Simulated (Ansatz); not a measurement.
Cu$_{3}$Pd: how the free axis answers a strain

Cu$_{3}$Pd, Pm-3m, a = 3.654 Å. The structure is a COD entry; whether it is the stable form wasn't checked. Ansatz: PBEsol, PAW, 420 eV, Γ-centred 14×14×14 mesh on 4 atoms, Gaussian smearing 0.10 eV; no spin polarisation. Series: uniaxial strain along c, with a, b and atoms relaxed; x is the strain in per cent. y is the change of a in per cent of 3.654 Å.

```
x (%) y (%)
 -6.0   2.89
 -4.0   1.85
 -2.0   0.89
  0.0   0.00
  2.0  -0.78
  4.0      ?
  6.0  -2.11
```

Question: Fit y = c1 x + c2 x² to the other rows, say what c1 measures, and predict the missing y.

Answer: Least squares on the rows shown. y = −0.4171 x + 0.01091 x². So −c1 = 0.417 is Poisson's ratio for this pair of axes. At x = 4.0 the fit asked for gives -1.49 %. The run gave -1.49 %, the same to the digits shown.